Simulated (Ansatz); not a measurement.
SiNi$_{2}$:
```cif
data_Ni8Si4
_chemical_formula_sum 'Si4 Ni8'
_space_group_name_H-M_alt 'Pnma'
_space_group_IT_number 62
_space_group_name_Hall '-P 2ac 2n'
_cell_length_a 4.92305
_cell_length_b 3.69584
_cell_length_c 7.00392
_cell_angle_alpha 90.000
_cell_angle_beta 90.000
_cell_angle_gamma 90.000
loop_
_space_group_symop_operation_xyz
  'x, y, z'
  '-x, -y, -z'
  '-x+1/2, -y, z+1/2'
  'x+1/2, y, -z+1/2'
  'x+1/2, -y+1/2, -z+1/2'
  '-x+1/2, y+1/2, z+1/2'
  '-x, y+1/2, -z'
  'x, -y+1/2, z'
loop_
_atom_site_label
_atom_site_type_symbol
_atom_site_symmetry_multiplicity
_atom_site_Wyckoff_symbol
_atom_site_fract_x
_atom_site_fract_y
_atom_site_fract_z
_atom_site_occupancy
Si1 Si 4 c 0.20859 0.75000 0.11346 1
Ni1 Ni 4 c 0.45777 0.25000 0.29278 1
Ni2 Ni 4 c 0.17114 0.75000 0.43976 1
```

This is the PBEsol-relaxed structure.

### Question
All from PBEsol (plane waves, PAW; program Ansatz), unless another level is named. Estimate the bulk modulus (Birch–Murnaghan fit).

### Answer
214 GPa.

### Question
And the highest zone-centre frequency?

### Answer
398 cm⁻¹.

The cell was relaxed with PBEsol under the symmetry of its start; of distortions, only those at the zone centre were tested. No spin polarisation was allowed. As this level gives no gap, phonon frequencies hold no LO–TO term and depend on the k-mesh and smearing (Fermi–Dirac, 0.1 eV here).

Potentials: the earlier of the program's two PAW sets.
